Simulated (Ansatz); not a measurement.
## ScHg: levels along high-symmetry lines

```xyz
2
Lattice="3.4800 0.0000 0.0000 0.0000 3.4800 0.0000 0.0000 0.0000 3.4800" Properties=species:S:1:pos:R:3 pbc="T T T"
Sc    1.7400    1.7400    1.7400
Hg    0.0000    0.0000    0.0000
```

Atom numbers follow the list: Sc1, Hg2.

The cell is COD entry 1522352, as deposited and not checked against the literature; nothing was relaxed.

Spin polarisation is left out, and whether a magnetic state lies lower isn't shown here.

No spin–orbit coupling, which matters for the heavy atoms here.

Level of theory: DFT, PBEsol, all-electron LAPW, scalar-relativistic (Ansatz 0.2.0).

Numerical set-up: a Γ-centred 12×12×12 k mesh, Fermi–Dirac smearing of 0.08 eV, basis error target 0.5 meV/atom, no spin polarisation.

Points in fractions of the reciprocal vectors of this cell: Γ (0, 0, 0), X (0, 0.5, 0), M (0.5, 0.5, 0), R (0.5, 0.5, 0.5). The path joins them by straight lines in the order Γ–X–M–Γ–R–X–R–M; legs that retrace an earlier one aren't tabulated. Energies are in eV from the Fermi level.

Question: Is there a gap?

Answer: none: with an odd electron count and no spin polarisation the bands can't all be full, a metal in this set-up (spin order or a larger cell could open a gap).

Question: List the levels between -5 and 1 eV at the symmetry points.

Answer: 
Γ: 0.34 (×2)
X: -3.88, -0.03, 0.80 (×2)
M: -4.06, -1.00 (×2), 0.59
R: -1.78 (×3), -0.87
